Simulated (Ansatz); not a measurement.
A relaxation computed with Ansatz, from input to last step.

```yaml
crystal:
  lattice:
    - [4.7242474627, 0.0, 0.0]
    - [0.0, 4.8521088025, 0.0]
    - [0.0, 0.0, 6.9655404511]
  atoms:
    - { symbol: Cs, position: [0.0, 0.5, 0.75] }
    - { symbol: Cs, position: [0.0, 0.5, 0.25] }
    - { symbol: P, position: [0.2576936655, 0.25, 0.5] }
    - { symbol: P, position: [0.7423063345, 0.75, 0.5] }
    - { symbol: P, position: [0.2576936655, 0.75, 0.0] }
    - { symbol: P, position: [0.7423063345, 0.25, 0.0] }
basis:
  ecutwfc: 420
kpoints:
  mp_grid: { grid: [4, 4, 4] }
hamiltonian:
  xc: pbe
scf:
  occupations: { method: gaussian, width: 0.1 }
  lower_state_search: "off"
output:
  forces: true
  stress: true
  eigenvalues: true
relax:
  adjacent_minimum: "off"
  f_tol: 0.04
  max_steps: 70
  cell: { stress_tol: 0.4 }
```

```bash
ansatz run input.yaml --threads 1 --pin off --max-ram 2560MiB --backend cpu --events-out ev --progress --plain --runs-dir out
```

Theory: DFT PBE, scalar-relativistic, plane waves, PAW in Ansatz 0.2.0.

Of 27 frames 10 are shown, positions in Å and forces in eV/Å; the SCF threshold varies from step to step. Steps run on the plane waves of an earlier cell, with a Pulay correction in the pressure. The basis is chosen afresh for the last frame, the zero of the energies, and at times for earlier ones too; energy and pressure step there, also at an unchanged geometry. Here that happened at step 22 (-46 meV/atom, 1.1 GPa); the frames before carry an error of that size.

```xyz
6
Lattice="4.7242 0.0000 0.0000 0.0000 4.8521 0.0000 0.0000 0.0000 6.9655" Properties=species:S:1:pos:R:3:forces:R:3 pbc="T T T" step=1 free_energy_over_end_meV_per_atom=3048.75 pressure_GPa=19.63
Cs    0.0000    2.4261    5.2242    0.0000    0.0000    0.0000
Cs    0.0000    2.4261    1.7414    0.0000    0.0000    0.0000
P     1.2174    1.2130    3.4828    3.7537   -3.6923    0.0000
P     3.5068    3.6391    3.4828   -3.7537    3.6923    0.0000
P     1.2174    3.6391    0.0000    3.7537    3.6923    0.0000
P     3.5068    1.2130    0.0000   -3.7537   -3.6923    0.0000
6
Lattice="4.7714 0.0000 0.0000 0.0000 4.8736 0.0000 0.0000 0.0000 7.4823" Properties=species:S:1:pos:R:3:forces:R:3 pbc="T T T" step=4 free_energy_over_end_meV_per_atom=707.73 pressure_GPa=4.30
Cs    0.0000    2.4368    5.6117    0.0000    0.0000    0.0000
Cs    0.0000    2.4368    1.8706    0.0000    0.0000    0.0000
P     1.6467    0.8020    3.7411    3.2353   -3.3326    0.0000
P     3.1247    4.0716    3.7411   -3.2353    3.3326    0.0000
P     1.6467    4.0716    0.0000    3.2353    3.3326    0.0000
P     3.1247    0.8020    0.0000   -3.2353   -3.3326    0.0000
6
Lattice="4.9735 0.0000 0.0000 0.0000 5.0243 0.0000 0.0000 0.0000 7.7394" Properties=species:S:1:pos:R:3:forces:R:3 pbc="T T T" step=7 free_energy_over_end_meV_per_atom=370.18 pressure_GPa=1.59
Cs    0.0000    2.5121    5.8046    0.0000    0.0000    0.0000
Cs    0.0000    2.5121    1.9349    0.0000    0.0000    0.0000
P     2.1453    0.9757    3.8697    0.7063   -1.9965    0.0000
P     2.8282    4.0486    3.8697   -0.7063    1.9965    0.0000
P     2.1453    4.0486    0.0000    0.7063    1.9965    0.0000
P     2.8282    0.9757    0.0000   -0.7063   -1.9965    0.0000
6
Lattice="5.2549 0.0000 0.0000 0.0000 5.1717 0.0000 0.0000 0.0000 8.6959" Properties=species:S:1:pos:R:3:forces:R:3 pbc="T T T" step=10 free_energy_over_end_meV_per_atom=247.69 pressure_GPa=-0.02
Cs    0.0000    2.5859    6.5219    0.0000    0.0000    0.0000
Cs    0.0000    2.5859    2.1740    0.0000    0.0000    0.0000
P     2.0712    0.8121    4.3480   -0.0291    0.1428    0.0000
P     3.1836    4.3596    4.3480    0.0291   -0.1428    0.0000
P     2.0712    4.3596    0.0000   -0.0291   -0.1428    0.0000
P     3.1836    0.8121    0.0000    0.0291    0.1428    0.0000
6
Lattice="5.4497 0.0000 0.0000 0.0000 4.5166 0.0000 0.0000 0.0000 9.1718" Properties=species:S:1:pos:R:3:forces:R:3 pbc="T T T" step=13 free_energy_over_end_meV_per_atom=200.95 pressure_GPa=-0.15
Cs    0.0000    2.2583    6.8788    0.0000    0.0000    0.0000
Cs    0.0000    2.2583    2.2929    0.0000    0.0000    0.0000
P     2.1630    0.8174    4.5859   -0.2078    0.3384    0.0000
P     3.2867    3.6992    4.5859    0.2078   -0.3384    0.0000
P     2.1630    3.6992    0.0000   -0.2078   -0.3384    0.0000
P     3.2867    0.8174    0.0000    0.2078    0.3384    0.0000
6
Lattice="5.5796 0.0000 0.0000 0.0000 4.0396 0.0000 0.0000 0.0000 9.3817" Properties=species:S:1:pos:R:3:forces:R:3 pbc="T T T" step=15 free_energy_over_end_meV_per_atom=135.87 pressure_GPa=0.39
Cs    0.0000    2.0198    7.0363    0.0000    0.0000    0.0000
Cs    0.0000    2.0198    2.3454    0.0000    0.0000    0.0000
P     2.2004    0.7992    4.6909   -0.3628    1.0240    0.0000
P     3.3792    3.2404    4.6909    0.3628   -1.0240    0.0000
P     2.2004    3.2404    0.0000   -0.3628   -1.0240    0.0000
P     3.3792    0.7992    0.0000    0.3628    1.0240    0.0000
6
Lattice="5.7962 0.0000 0.0000 0.0000 3.9174 0.0000 0.0000 0.0000 9.3515" Properties=species:S:1:pos:R:3:forces:R:3 pbc="T T T" step=18 free_energy_over_end_meV_per_atom=83.91 pressure_GPa=-1.48
Cs    0.0000    1.9587    7.0136    0.0000    0.0000    0.0000
Cs    0.0000    1.9587    2.3379    0.0000    0.0000    0.0000
P     2.3419    0.9082    4.6758    0.1040    0.0100    0.0000
P     3.4543    3.0092    4.6758   -0.1040   -0.0100    0.0000
P     2.3419    3.0092    0.0000    0.1040   -0.0100    0.0000
P     3.4543    0.9082    0.0000   -0.1040    0.0100    0.0000
6
Lattice="5.8437 0.0000 0.0000 0.0000 3.7659 0.0000 0.0000 0.0000 9.2968" Properties=species:S:1:pos:R:3:forces:R:3 pbc="T T T" step=21 free_energy_over_end_meV_per_atom=64.47 pressure_GPa=0.01
Cs    0.0000    1.8829    6.9726    0.0000    0.0000    0.0000
Cs    0.0000    1.8829    2.3242    0.0000    0.0000    0.0000
P     2.3649    0.9173    4.6484    0.0027    0.0001    0.0000
P     3.4788    2.8486    4.6484   -0.0027   -0.0001    0.0000
P     2.3649    2.8486    0.0000    0.0027   -0.0001    0.0000
P     3.4788    0.9173    0.0000   -0.0027    0.0001    0.0000
6
Lattice="5.8296 0.0000 0.0000 0.0000 3.7638 0.0000 0.0000 0.0000 9.9933" Properties=species:S:1:pos:R:3:forces:R:3 pbc="T T T" step=24 free_energy_over_end_meV_per_atom=2.12 pressure_GPa=0.28
Cs    0.0000    1.8819    7.4950    0.0000    0.0000    0.0000
Cs    0.0000    1.8819    2.4983    0.0000    0.0000    0.0000
P     2.3633    0.9258    4.9967   -0.3269    0.0234    0.0000
P     3.4663    2.8380    4.9967    0.3269   -0.0234    0.0000
P     2.3633    2.8380    0.0000   -0.3269   -0.0234    0.0000
P     3.4663    0.9258    0.0000    0.3269    0.0234    0.0000
6
Lattice="5.8017 0.0000 0.0000 0.0000 3.7588 0.0000 0.0000 0.0000 10.1036" Properties=species:S:1:pos:R:3:forces:R:3 pbc="T T T" step=27 free_energy_over_end_meV_per_atom=0.00 pressure_GPa=0.02
Cs    0.0000    1.8794    7.5777    0.0000    0.0000    0.0000
Cs    0.0000    1.8794    2.5259    0.0000    0.0000    0.0000
P     2.3359    0.9248    5.0518   -0.0145    0.0038    0.0000
P     3.4658    2.8341    5.0518    0.0145   -0.0038    0.0000
P     2.3359    2.8341    0.0000   -0.0145   -0.0038    0.0000
P     3.4658    0.9248    0.0000    0.0145    0.0038    0.0000
```

The start is a random arrangement. The cell swells from 26.6 to 36.7 Å³ an atom, so the end can be far from any stable crystal. At the end the space group is Pccm (tolerance 0.05 Å).

It took 4.3 min on 1 thread of Arm Neoverse V1 (shared host), peak memory 0.48 GiB.

The k mesh is coarse.